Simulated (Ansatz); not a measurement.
Si:
Space group C2/m (No. 12); a = 13.843 Å, b = 3.848 Å, c = 6.338 Å, α = 90.00°, β = 96.79°, γ = 90.00°

```csv
atom,site,symmetry,x,y,z
Si,4i,m,0.0556,0.0000,0.8742
Si,4i,m,0.4410,0.0000,0.3465
Si,4i,m,0.2128,0.0000,0.0574
Si,4i,m,0.2729,0.0000,0.4145
```
(The calculation used a cell of 8 atoms; values per cell refer to that cell.)

Relaxed at zero pressure with r²SCAN (plane waves, PAW; program Ansatz).

**Question.** The volume is lowered by 6 % and shape and atoms relax at that volume. What pressure results, and how do the axes share the change?

**Answer.** 6.2 GPa; a -2.5 %, b -2.0 %, c -1.6 %; the energy rises by 23 meV/atom.

**Question.** Give the new structure.

**Answer.** 
Space group C2/m (No. 12); a = 13.491 Å, b = 3.770 Å, c = 6.237 Å, α = 90.00°, β = 96.58°, γ = 90.00°

```json
[
 {"atom": "Si", "site": "4i", "symmetry": "m", "x": "0.0542", "y": "0.0000", "z": "0.8717"},
 {"atom": "Si", "site": "4i", "symmetry": "m", "x": "0.4418", "y": "0.0000", "z": "0.3472"},
 {"atom": "Si", "site": "4i", "symmetry": "m", "x": "0.2117", "y": "0.0000", "z": "0.0575"},
 {"atom": "Si", "site": "4i", "symmetry": "m", "x": "0.2728", "y": "0.0000", "z": "0.4142"}
]
```

The phase is kept; no other phase was compared at this pressure.

The first step of the workflow began from a Materials Project structure, measured or hypothetical; the Crystallography Open Database copy checked does not list it. It is not the phase usual at ambient conditions (space group No. 227). The cell was relaxed with r²SCAN under the symmetry of its start; of distortions, only those at the zone centre were tested.

Potentials: the later of the program's two PAW sets.
